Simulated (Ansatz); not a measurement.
AlAu:
```yaml
crystal:
  lattice:
    - [6.32416, 0.00000, 0.00000]
    - [0.00000, 3.40519, 0.00000]
    - [-0.29515, 0.00000, 6.37038]
  atoms:
    - { symbol: Al, position: [0.55041, 0.75000, 0.82141] }
    - { symbol: Al, position: [0.44959, 0.25000, 0.17859] }
    - { symbol: Al, position: [0.91936, 0.75000, 0.31963] }
    - { symbol: Al, position: [0.08064, 0.25000, 0.68037] }
    - { symbol: Au, position: [0.30865, 0.75000, 0.47836] }
    - { symbol: Au, position: [0.69135, 0.25000, 0.52164] }
    - { symbol: Au, position: [0.18778, 0.75000, 0.00574] }
    - { symbol: Au, position: [0.81222, 0.25000, 0.99426] }
```

Relaxed with r²SCAN. Special points in fractions of this cell's reciprocal vectors: Γ (0.000, 0.000, 0.000); Z (0.000, 0.500, 0.000); D (0.000, 0.500, 0.500); B (0.000, 0.000, 0.500); A (-0.500, 0.000, 0.500); E (-0.500, 0.500, 0.500); C2 (-0.500, 0.500, 0.000); Y2 (-0.500, 0.000, 0.000).

**Question.** List the band energies nearest the Fermi level at these points for r²SCAN with spin–orbit coupling in the plane-wave PAW code Ansatz.

**Answer.** In eV from the Fermi level; about four levels below and three above (degenerate sets whole), none deeper than 8.9 eV; points with the same levels are listed once.

| k | below | above |
|---|---|---|
| Γ | -2.01 -2.01 -1.58 -1.58 | 1.52 1.52 1.91 1.91 |
| Z | -1.15 -1.15 -1.15 -1.15 | 1.82 1.82 1.82 1.82 |
| D | -1.63 -1.63 -1.63 -1.63 | 0.92 0.92 0.92 0.92 |
| B | -0.55 -0.55 -0.49 -0.49 | 2.96 2.96 3.18 3.18 |
| A | -0.85 -0.85 -0.62 -0.62 | 0.62 0.62 1.61 1.61 |
| E | -3.23 -3.23 -3.23 -3.23 | 2.79 2.79 2.79 2.79 |
| C2 | -1.30 -1.30 -1.30 -1.30 | 2.16 2.16 2.16 2.16 |
| Y2 | -0.68 -0.68 -0.58 -0.58 | 3.07 3.07 3.53 3.53 |

Space group P2_1/m. The first step of the workflow began from a Materials Project structure, measured or hypothetical; the Crystallography Open Database copy checked does not list it. Its standing as an ambient phase is unchecked. Symmetry was held in the r²SCAN relaxation; its stability against distortions is not shown here.

Potentials: the later of the program's two PAW sets.
